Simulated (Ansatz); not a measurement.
Bi2Te3 (Bi2Te3 type, space group R-3m)

```xyz
5
Lattice="2.1936 1.2665 10.0953 -2.1936 1.2665 10.0953 0.0000 -2.5329 10.0953" Properties=species:S:1:pos:R:3 pbc="T T T"
Bi     0.0000     0.0000    12.1187
Bi     0.0000     0.0000    18.1671
Te     0.0000     0.0000     0.0000
Te     0.0000     0.0000     6.3402
Te     0.0000     0.0000    23.9456
```

Two coordinates are scanned: the volume, and the ratio of the stretch along z (the conventional c axis) to the stretch across it. Atoms keep their fractional coordinates.

These are PBE-D3(BJ) (plane waves to 420 eV, PAW, scalar-relativistic; Ansatz, a program for electronic structure) values and carry that method's errors. k mesh 9×9×9 (Γ-centred), Fermi-Dirac smearing 0.05 eV. The energy includes the smearing's −TS. As the atoms are clamped, bonds stretch with the cell, which overstates energies and stresses. Bi2Te3 was relaxed with its symmetry unable to fall. Spin-orbit coupling is left out, though Bi and Te are heavy.

Changes of ΔE (eV/atom) from the point V/V₀ = 1.000, (c/a)/(c/a)₀ = 1.000 when one coordinate moves alone (two changes are said to add if the coupling is within 5 % of the smaller one, nearly so within 20 %):

```
point                                change
----------------------------------  -------
V/V₀ = 1.000, (c/a)/(c/a)₀ = 0.920  0.01411
V/V₀ = 1.000, (c/a)/(c/a)₀ = 0.960  0.00355
V/V₀ = 0.960, (c/a)/(c/a)₀ = 1.000  0.00955
V/V₀ = 0.980, (c/a)/(c/a)₀ = 1.000  0.00230
V/V₀ = 1.020, (c/a)/(c/a)₀ = 1.000  0.00212
V/V₀ = 1.040, (c/a)/(c/a)₀ = 1.000  0.00821
V/V₀ = 1.000, (c/a)/(c/a)₀ = 1.040  0.00355
V/V₀ = 1.000, (c/a)/(c/a)₀ = 1.080  0.01419
```

**Question.** Do the two effects add at V/V₀ = 0.980, (c/a)/(c/a)₀ = 0.960? Give the computed change.

**Answer.** The sum of the single changes is 0.00230 + (0.00355) = 0.00585; the calculation gives 0.00615, so the coupling contributes 0.00030 (under 20 % of the smaller single change, nearly additive).

**Question.** What is the change at V/V₀ = 1.040, (c/a)/(c/a)₀ = 0.920, where both move, and how far is it from the sum?

**Answer.** The sum of the single changes is 0.00821 + (0.01411) = 0.02232; the calculation gives 0.02163, so the coupling contributes -0.00069 (under 20 % of the smaller single change, nearly additive).

**Question.** What is the change at V/V₀ = 1.040, (c/a)/(c/a)₀ = 0.960, where both move, and how far is it from the sum?

**Answer.** The sum of the single changes is 0.00821 + (0.00355) = 0.01176; the calculation gives 0.01124, so the coupling contributes -0.00052 (under 20 % of the smaller single change, nearly additive).

(A scan under strain: stresses follow from slopes of the energy per volume, elastic moduli from its curvatures.)
